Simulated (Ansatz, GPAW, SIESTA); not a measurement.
**GaGe3: 3 runs at one level of theory**

```
CELL_PARAMETERS angstrom
4.27847 0.00000 0.00000
0.00000 4.27847 0.00000
0.00000 0.00000 4.27847
ATOMIC_POSITIONS crystal
Ge 0.50000 0.50000 0.00000
Ge 0.50000 0.00000 0.50000
Ge 0.00000 0.50000 0.50000
Ga 0.00000 0.00000 0.00000
```

The cell comes from a database or a generator and needn't be the stable form of this composition.

Alike in all runs: task band structure; functional LDA; k mesh 6 × 6 × 6; occupations fermi-dirac, width 0.05 eV; no spin polarisation; no spin-orbit coupling. LDA stands for any of its common fits. Pressure is positive in compression and, in plane waves, holds the error of the finite cutoff.

| program and potentials | plane-wave cutoff (eV) | notes | pressure (GPa) |
| --- | --- | --- | --- |
| Ansatz, all-electron LAPW, scalar-relativistic | - | - | -4.82 |
| SIESTA, files PseudoDojo sr-lda-0.4.1-standard, DZP (energy shift 0.003 Ry; two zetas on semicore shells) | - | atomic basis; 13.75 valence electrons an atom on average | -4.17 |
| GPAW, the program's PAW data sets (release 1.2.1) made for this functional | 600 | 3.75 valence electrons an atom on average | -5.10 |

The pressure spans -5.10 (GPAW, the program's PAW data sets (release 1.2.1) made for this functional) to -4.17 GPa (SIESTA, files PseudoDojo sr-lda-0.4.1-standard, DZP (energy shift 0.003 Ry; two zetas on semicore shells)), with all-electron results at -4.82. Rows in atomic bases carry the error of their basis and grid, which can be large.

The functional is the same throughout but for its coding, so the spread measures potentials, basis and numerics; runs on potential files found faulty are left out.
